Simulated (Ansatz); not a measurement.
IrW:
```
CELL_PARAMETERS angstrom
      3.12155     0.00000     0.00000
      0.00000     3.12155     0.00000
      0.00000     0.00000     3.12155
ATOMIC_POSITIONS crystal
  Ir 0.00000 0.00000 0.00000
  W  0.50000 0.50000 0.50000
```

Relaxed with PBEsol. Special points in fractions of this cell's reciprocal vectors: Γ (0.000, 0.000, 0.000); X (0.000, 0.500, 0.000); M (0.500, 0.500, 0.000); R (0.500, 0.500, 0.500).

Task: List the band energies nearest the Fermi level at these points for plane-wave PAW PBEsol with spin–orbit coupling (Ansatz code).

Result: In eV from the Fermi level; about four levels below and three above (degenerate sets whole), none deeper than 8.9 eV; points with the same levels are listed once.

```csv
k,below,above
Γ,-3.42 -3.42 -3.42 -3.42 -2.71 -2.71,0.59 0.59 0.59 0.59
X,-1.25 -1.25 -0.70 -0.70,0.23 0.23 1.30 1.30
M,-0.21 -0.21 -0.19 -0.19,1.09 1.09 2.94 2.94
R,-0.42 -0.42 -0.42 -0.42,3.18 3.18 3.18 3.18
```

Space group Pm-3m (CsCl type). The start of the workflow was typed in or built on a structure type; neither database checked (COD, Materials Project) lists it. COD files the formula under space group No. 51. Whether it is the stable phase at ambient conditions was not checked. The PBEsol relaxation kept the symmetry of its start. At this level the phase is dynamically unstable (imaginary phonons). No spin polarisation was allowed. Its formation energy is positive at this level, so the cell may be metastable or incomplete.

Potentials: the later of the program's two PAW sets.
